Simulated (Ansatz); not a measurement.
Consider the following.

BeSe:
```yaml
crystal:
  lattice:
    - [0.00000, 2.54068, 2.54068]
    - [2.54068, 0.00000, 2.54068]
    - [2.54068, 2.54068, 0.00000]
  atoms:
    - { symbol: Be, position: [0.00000, 0.00000, 0.00000] }
    - { symbol: Se, position: [0.75000, 0.75000, 0.75000] }
```

This is the LDA-relaxed structure. Cartesian axes are those of the cell as given.

Question: All from LDA in the plane-wave PAW code Ansatz, unless another level is named. Predict the piezoelectric stress constants (proper, relaxed ions, C/m²).

Answer: e14 = e25 = e36 = 0.18.

Question: What about the Young's modulus?

Answer: 139 GPa.

Space group F-43m (zinc blende). Symmetry was held in the LDA relaxation; phonons on a q-mesh show no instability.

Potentials: the earlier of the program's two PAW sets.
